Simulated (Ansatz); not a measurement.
## ScAl: do energies and stresses tell the same story?

These are results of DFT r2SCAN, scalar-relativistic, plane waves, PAW (Ansatz), not measurements.

Settings: cutoff 500 eV, Γ-centred mesh 10×10×12 on the computed 4-atom cell, Gaussian smearing of 0.10 eV; no spin polarisation.

Relaxed cell: Cmcm, a = 3.368 Å, b = 11.037 Å, c = 4.341 Å, α = 90.00°, β = 90.00°, γ = 90.00°, 4 atoms in the primitive cell. Whether it is the stable form of this composition wasn't checked.

Energies at zero smearing and pressures from the stress tensor, at volumes with shape and atoms relaxed:
```
V (Å³/atom) E − E(first) (meV/atom) P (GPa)
     18.960                     0.00     5.26
     19.565                   -14.38     2.44
     20.170                   -18.85    -0.02
     20.775                   -14.68    -2.16
     21.380                    -3.02    -4.01
```

Task: Check P = −dE/dV between neighbouring volumes, and get the bulk modulus from the pressures alone.

Result: With 1 eV/Å³ = 160.2 GPa:
| middle V (Å³/atom) | −ΔE/ΔV (GPa) | mean P (GPa) |
| --- | --- | --- |
| 19.262 | 3.808 | 3.847 |
| 19.867 | 1.184 | 1.208 |
| 20.472 | -1.105 | -1.088 |
| 21.077 | -3.088 | -3.082 |

The two differ by 0.04 GPa at most. The mean of two end pressures misses the average over a step by about ΔV² P″/12, up to 0.03 GPa here; with that taken off 0.02 GPa remains. Around V = 20.170 Å³/atom, the two neighbours give B = −V ΔP/ΔV = 20.170 × 4.59 / 1.210 = 76.5 GPa, against B0 = 76.0 GPa from the Birch–Murnaghan fit of the energies.